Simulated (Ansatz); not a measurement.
**Li$_{4}$Tl$_{2}$CdSn: settings compared (Ansatz)**

input.yaml:

```yaml
crystal:
  lattice:
    - [-3.640906, 3.640906, 3.118906]
    - [3.640906, -3.640906, 3.118906]
    - [3.640906, 3.640906, -3.118906]
  atoms:
    - { symbol: Tl, position: [0.5, 0.0, 0.5] }
    - { symbol: Tl, position: [0.0, 0.5, 0.5] }
    - { symbol: Cd, position: [0.5, 0.5, 0.0] }
    - { symbol: Sn, position: [0.0, 0.0, 0.0] }
    - { symbol: Li, position: [0.42166, 0.42166, 0.36418] }
    - { symbol: Li, position: [0.57834, 0.94252, 0.0] }
    - { symbol: Li, position: [0.05748, 0.05748, 0.63582] }
    - { symbol: Li, position: [0.94252, 0.57834, 0.0] }
  symmetry: { tolerance: 0.0003 }
kpoints:
  mp_grid: { grid: [4, 4, 4], shift: [0, 0, 0] }
magnetization:
  spin_polarized: false
scf:
  occupations: { method: fermi_dirac }
hamiltonian:
  pseudopotentials: { kind: paw }
  xc: r2scan
basis:
  ecutwfc: 500
output:
  forces: true
  stress: true
  eigenvalues: true
  write_density: true
  write_potential: true
  elf: true
  volumetric_format: npy
```

Launch command:

```bash
ansatz run input.yaml --threads 1 --pin off --max-ram 2560MiB --backend cpu --events-out ev --progress --plain --runs-dir out
```

Origin of the cell: a known structure type with other elements, at an estimated volume, so it need not be a known compound.

The smearing width isn't typed, so it takes its default of 0.1 eV.

Output of this run (shortened):

```
SCF iter   1: F=—  HF=-38044.193771 eV  Δρ=6.58e-3  dr2=6.26e-2  dr2_τ=3.06e-2  defer=3
SCF iter   2: F=—  HF=-38044.288281 eV  Δρ=3.23e-3  dr2=1.82e-2  dr2_τ=9.55e-4  defer=8
SCF iter   3: F=—  HF=-38044.290814 eV  Δρ=1.07e-3  dr2=3.67e-3  dr2_τ=4.29e-5  defer=8
SCF iter   4: F=—  HF=-38044.291668 eV  Δρ=3.98e-4  dr2=4.27e-4  dr2_τ=4.56e-6  defer=8
SCF iter   5: F=—  HF=-38044.291773 eV  Δρ=1.35e-4  dr2=4.56e-5  dr2_τ=1.29e-6  defer=8
SCF iter   6: F=—  HF=-38044.291729 eV  Δρ=5.41e-5  dr2=6.53e-6  dr2_τ=1.13e-7  defer=8
SCF iter   7: F=—  HF=-38044.291731 eV  Δρ=1.56e-5  dr2=8.54e-7  dr2_τ=1.04e-8  defer=8
SCF iter   8: F=-38044.291731 eV  HF=-38044.291731 eV  Δρ=5.12e-6  dr2=6.38e-8  dr2_τ=1.03e-9
SCF 1 converged in 8 iterations: F = -38044.291731 eV  dr2 = 6.38e-8
SCF converged after 8 iterations
Free energy (F): -38044.291731 eV
Harris-Foulkes:  -38044.291731 eV  (|F-HF|=8.13e-9)
Internal energy: -38044.190160 eV  (E = F + TS)
E sigma→0 (E₀):  -38044.240946 eV
Entropy (-TS):   -0.101571 eV (-12.696 meV/atom)
Fermi energy:    7.909007 eV
--- Per-component energies (eV) ---
  E_band       = -1038.236221
  E_kinetic    = 1455.590893
  E_local      = -7503.057416  (includes V_loc(G=0)·N_el)
  E_nonlocal   = 500.129190
  E_hartree    = 3366.008035
  E_xc         = -1022.389963
  E_vxc        = -726.961128  (∫ρ·V_xc dr)
  E_paw        = -28737.012922  (= ΣΔE_a)
  E_vpaw       = -1549.374878  (= ΣTr[D̂ρ^β])
  E_aug_tail   = -0.000363  (compensation charges beyond the density's cutoff)
  E_vtau       = 53.415898  (kinetic-family band-sum trace: ∫τ·v_τ [+ j·A + Jᵃ·Aᵃ] dr)
  E_ewald      = -6105.707688
  E_core_change = 2.250071  (= ΣΔE_core)
  E_smearing   = -0.101571  (= −TS)
  Σ components = -38044.291731   (vs F -38044.291731, Δ=0.00e0)
--- Forces (eV/Å), atoms counted from 1 ---
  atom   1  Tl     0.000000     0.000000     0.000000
[… 2 lines left out …]
  atom   4  Sn     0.000000     0.000000     0.000000
  atom   5  Li     1.323340     1.323340     0.461150
  atom   6  Li     1.323340    -1.323340    -0.461150
  atom   7  Li    -1.323340    -1.323340     0.461150
  atom   8  Li    -1.323340     1.323340    -0.461150
  max |Σ_I F_I| component: 2.22e-16 eV/Å
--- Stress (GPa, compression-positive) ---
        2.171095       0.000000       0.000000
        0.000000       2.171095       0.000000
        0.000000       0.000000       7.208245
  P = ⅓ Tr σ = 3.8501 GPa (38.501 kbar)
```

The same input was run again with these changes:

1. `hamiltonian.pseudopotentials` { kind: paw } → { kind: nc }; `kpoints.mp_grid.grid` [4, 4, 4] → [3, 3, 3]; `basis.ecutrho_ratio` default → 4
2. `scf.lower_state_search` default → light; `scf.convergence.dr2_threshold` default → 1.0e-08; `scf.mixing.preconditioner` default → none
3. `crystal.symmetry` { tolerance: 0.0003 } → { detect: false }
4. `scf.initial_density.chi_scale` default → 0.1

```json
{"run": "base", "end": "converged", "SCF iterations": "8", "P (GPa)": "3.85", "max force component (eV/Å)": "1.323", "gap on mesh (eV)": "none", "moment (μB)": "–", "ΔE(σ→0) (meV/atom)": "0"}
{"run": "1", "end": "converged", "SCF iterations": "9", "P (GPa)": "3.19", "max force component (eV/Å)": "1.211", "gap on mesh (eV)": "none", "moment (μB)": "–", "ΔE(σ→0) (meV/atom)": "–"}
{"run": "2", "end": "converged", "SCF iterations": "9", "P (GPa)": "3.85", "max force component (eV/Å)": "1.323", "gap on mesh (eV)": "none", "moment (μB)": "–", "ΔE(σ→0) (meV/atom)": "0.00"}
{"run": "3", "end": "converged", "SCF iterations": "8", "P (GPa)": "3.85", "max force component (eV/Å)": "1.323", "gap on mesh (eV)": "none", "moment (μB)": "–", "ΔE(σ→0) (meV/atom)": "0.00"}
{"run": "4", "end": "converged", "SCF iterations": "9", "P (GPa)": "3.85", "max force component (eV/Å)": "1.323", "gap on mesh (eV)": "none", "moment (μB)": "–", "ΔE(σ→0) (meV/atom)": "0.00"}
```

Energies are compared only where functional, datasets, charge and starting cell are the same.

Not properties of the system: run 1 (too coarse or loose: `kpoints.mp_grid.grid` = [3, 3, 3]).

Caveats of the base run: no spin-orbit coupling, though heavy elements are present; the k mesh is coarse if the cell is a metal.

Run 1: the cutoff lies below the datasets' advice.

The base run took 28 s on 1 thread of Arm Neoverse V1, with other jobs on the host, peak memory 0.77 GiB, from the program's own first density.
